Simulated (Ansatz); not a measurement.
# Ba4B2N4O: the gap from level to level

A database entry relaxed whole under r2SCAN at zero pressure (Cmce, No. 64):

```
Ba B N O
1.0
     7.90515   -3.64778    0.00000
     7.90515    3.64778    0.00000
     0.00000    0.00000    7.32281
Ba B N O
8 4 8 2
Direct
  0.80639 0.19361 0.30646
  0.69361 0.30639 0.80646
  0.19361 0.80639 0.69354
  0.30639 0.69361 0.19354
  0.17401 0.17401 0.00000
  0.32599 0.32599 0.50000
  0.82599 0.82599 0.00000
  0.67401 0.67401 0.50000
  0.63772 0.63772 0.00000
  0.86228 0.86228 0.50000
  0.36228 0.36228 0.00000
  0.13772 0.13772 0.50000
  0.76412 0.50427 0.12891
  0.73588 0.99573 0.62891
  0.50427 0.76412 0.87109
  0.99573 0.73588 0.37109
  0.23588 0.49573 0.87109
  0.26412 0.00427 0.37109
  0.49573 0.23588 0.12891
  0.00427 0.26412 0.62891
  0.00000 0.00000 0.00000
  0.50000 0.50000 0.50000
```

Its volume is 19.20 Å³ an atom, +0.5 % against the entry's 19.11, a cell as deposited in COD (1994).

Single points on this cell with plane-wave PAW DFT (Ansatz 0.2.0; r2SCAN 500 eV, hybrids 420 eV; fermi-dirac occupations of width 0.020 eV; no moments): r2SCAN on a 4×4×4 Γ-centred mesh; r2SCAN with spin-orbit coupling on a 2×2×2 Γ-centred mesh; HSE06 on a 2×2×2 Γ-centred mesh; PBE0 on a 2×2×2 Γ-centred mesh.

How do gap, pressure and charges move from level to level?

The runs give:

```json
{"level": "r2SCAN", "gap (eV), or kind": "3.24", "pressure (GPa)": "0.0", "Bader charge of Ba (e)": "+1.49", "Bader charge of B (e)": "+2.05", "Bader charge of N (e)": "-2.15", "Bader charge of O (e)": "-1.46"}
{"level": "r2SCAN with spin-orbit coupling", "gap (eV), or kind": "3.24", "pressure (GPa)": "0.0", "Bader charge of Ba (e)": "+1.49", "Bader charge of B (e)": "+2.05", "Bader charge of N (e)": "-2.15", "Bader charge of O (e)": "-1.46"}
{"level": "HSE06", "gap (eV), or kind": "its mesh misses the band edges", "pressure (GPa)": "-0.6", "Bader charge of Ba (e)": "+1.50", "Bader charge of B (e)": "+2.04", "Bader charge of N (e)": "-2.16", "Bader charge of O (e)": "-1.48"}
{"level": "PBE0", "gap (eV), or kind": "its mesh misses the band edges", "pressure (GPa)": "-0.6", "Bader charge of Ba (e)": "+1.51", "Bader charge of B (e)": "+2.05", "Bader charge of N (e)": "-2.16", "Bader charge of O (e)": "-1.48"}
```

Under r2SCAN the gap is 3.24 eV, over mesh and band path. Spin-orbit coupling moves the r2SCAN gap by +0.00 eV.

Caveats: the relaxation kept the start's symmetry; hybrid pressures are good to a few tenths of a GPa; pressure is positive in compression.
